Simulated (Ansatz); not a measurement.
Be3N2:
```cif
data_Be9N6
_chemical_formula_sum 'Be9 N6'
_space_group_name_H-M_alt 'R3m :H'
_space_group_IT_number 160
_space_group_name_Hall 'R 3 -2"'
_cell_length_a 2.83487
_cell_length_b 2.83487
_cell_length_c 14.58468
_cell_angle_alpha 90.000
_cell_angle_beta 90.000
_cell_angle_gamma 120.000
loop_
_atom_site_label
_atom_site_type_symbol
_atom_site_symmetry_multiplicity
_atom_site_Wyckoff_symbol
_atom_site_fract_x
_atom_site_fract_y
_atom_site_fract_z
_atom_site_occupancy
Be1 Be 3 a 0.00000 0.00000 0.85914 1
Be2 Be 3 a 0.00000 0.00000 0.31760 1
Be3 Be 3 a 0.00000 0.00000 0.08885 1
N1 N 3 a 0.00000 0.00000 0.20414 1
N2 N 3 a 0.00000 0.00000 0.70836 1
```
(The calculation used a cell of 5 atoms; values per cell refer to that cell.)

Relaxed with r²SCAN. r²SCAN (plane waves, PAW; program Ansatz) gives a gap of 3.42 eV.

What gap does HSE06 give on the same cell (Ansatz, PAW)?

4.02 eV, 0.60 eV more. The hybrid was solved on a coarser mesh and at special points; the gap given is the minimum over both.

```tsv
k	v1 r²SCAN	c1 r²SCAN	v1 HSE06	c1 HSE06
Γ	0.00	6.79	(withheld)	(withheld)
T	-0.35	7.78	(withheld)	(withheld)
L	-2.14	6.25	(withheld)	(withheld)
F	-1.08	3.42	-1.10	4.02
S0	-1.90	5.87	(withheld)	(withheld)
H0	-1.85	5.80	-1.93	6.49
```

Top valence (v1) and lowest conduction level (c1) in eV from each method's valence maximum (which need not be a listed point): supply the withheld HSE06 values.


- T, v1 HSE06: -0.39
- T, c1 HSE06: 8.62
- L, v1 HSE06: -2.30
- L, c1 HSE06: 6.93
- Γ, v1 HSE06: 0.00
- Γ, c1 HSE06: 7.57
- S0, v1 HSE06: -1.98
- S0, c1 HSE06: 6.55

Cost on shared cores: the r²SCAN run (SCF on a 11×11×11 mesh, then bands and DOS) around 60 core-seconds (rough), the HSE06 run (SCF on 7×7×7, then a few points) around 5 core-minutes (rough); the tasks are unlike.

The workflow started from a Materials Project entry (that database holds measured and hypothetical structures alike); the Crystallography Open Database copy checked does not list it. COD files the formula under space group No. 206. Its standing as an ambient phase is unchecked. The cell was relaxed with r²SCAN under the symmetry of its start; whether a distortion lowers the energy is not shown.

Potentials: the later of the program's two PAW sets.
